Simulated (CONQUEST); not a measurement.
A self-consistent single point of SiC (P6_3mc, 8 atoms in the cell; from Materials Project mp-7140, changed as shown).

```
CELL_PARAMETERS angstrom
      3.13379     0.00000     0.00000
      0.00000     5.42788     0.00000
      0.00000     0.00000     5.14420
ATOMIC_POSITIONS crystal
  Si 0.00000 0.33333 0.49960
  Si 0.50000 0.16667 0.99960
  Si 0.50000 0.83333 0.49960
  Si 0.00000 0.66667 0.99960
  C  0.00000 0.33333 0.87540
  C  0.50000 0.16667 0.37540
  C  0.50000 0.83333 0.87540
  C  0.00000 0.66667 0.37540
```

Method: PBE, numerical atomic orbitals double-zeta with polarisation (the shipped basis), PseudoDojo norm-conserving potentials made for PBE (CONQUEST 1.3).

CONQUEST settings:

- basis: DZP
- Diag.MPMeshX, Y, Z: 6 3 3
- potentials: PseudoDojo norm-conserving PBE
- Grid.GridCutoff: 140 Ha
- DM.SolutionMethod: diagon
- Diag.kT: 0.000367 Ha
- Diag.GammaCentred: true
- minE.SCTolerance: 1.0e-07
- SC.MaxIters: 100
- SC.LinearMixingFactor: 0.5
- AtomMove.TypeOfRun: static

Results:

- Number of valence electrons: 32
- Number of bands: 104
- Number of k-points after the program's reduction: 32
- Size of the basis: 104
- Number of SCF iterations: 8
- FFT grid: 32 × 60 × 60
- Free energy E − TS: -1116.3092 eV
- Pressure: -5.40 GPa

Stress (GPa, positive for compression):
```
-5.47   0.00   0.00
 0.00  -5.74   0.00
 0.00   0.00  -4.99
```

For comparison: a first run was changed to give this one (volume scaled by 1.06), and from it to this one the free energy is nearly the same (within 1 meV/atom) and the pressure goes from 6.48 to -5.40 GPa.

The program uses no crystal symmetry, so grid and mesh can part values that symmetry would make equal. The atom-centred basis is finite, which shifts total energies and pressures against plane waves. The structure comes from a collection of computed structures, made at another level of theory; the collection holds predicted forms beside known ones.

Cost on one core: around 2.0 core-minutes (rough).
